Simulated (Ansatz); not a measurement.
# Kick test of a cell of PdPtSe₂

It was reached by relaxing an invented guess, and it needn't be the stable form of this composition.

Computed with DFT PBE, scalar-relativistic, plane waves, PAW in Ansatz. Cutoff 420 eV; k points 6×6×6 on the computed 16-atom cell (Γ-centred); Gaussian smearing, width 0.10 eV; no spin polarisation.

The cell below (16 atoms, space group P4_2/m (No. 84)) is relaxed within its symmetry.

```yaml
crystal:
  lattice:
    - [6.83080, 0.00000, 0.00000]
    - [0.00000, 6.83080, 0.00000]
    - [0.00000, 0.00000, 7.02070]
  atoms:
    - { symbol: Pd, position: [0.25471, 0.53015, 0.50000] }
    - { symbol: Pd, position: [0.74529, 0.46985, 0.50000] }
    - { symbol: Pd, position: [0.46985, 0.25471, 0.00000] }
    - { symbol: Pd, position: [0.53015, 0.74529, 0.00000] }
    - { symbol: Pt, position: [0.00000, 0.50000, 0.00000] }
    - { symbol: Pt, position: [0.50000, 0.00000, 0.50000] }
    - { symbol: Pt, position: [0.00000, 0.00000, 0.75000] }
    - { symbol: Pt, position: [0.00000, 0.00000, 0.25000] }
    - { symbol: Se, position: [0.80821, 0.69338, 0.77281] }
    - { symbol: Se, position: [0.19179, 0.30662, 0.77281] }
    - { symbol: Se, position: [0.80821, 0.69338, 0.22719] }
    - { symbol: Se, position: [0.19179, 0.30662, 0.22719] }
    - { symbol: Se, position: [0.69338, 0.19179, 0.27281] }
    - { symbol: Se, position: [0.69338, 0.19179, 0.72719] }
    - { symbol: Se, position: [0.30662, 0.80821, 0.27281] }
    - { symbol: Se, position: [0.30662, 0.80821, 0.72719] }
```

For the test it was strained at random (σ = 1.5 % a component), the atoms were moved at random (σ = 0.10 Å), and all was relaxed again on a coarse 4×4×4 mesh (in the run’s order of axes) with 0.20 eV smearing, with no symmetry imposed.

These runs have no spin–orbit coupling, which can matter for Pt.

**Question.** What happens?

**Answer.** It returns, within 1 meV/atom of the unmoved cell on that mesh and with the same symmetry when read at 0.1 Å. So it is stable against the distortions that fit this cell and that this random move excites. Modes that don't fit the cell aren't tested.
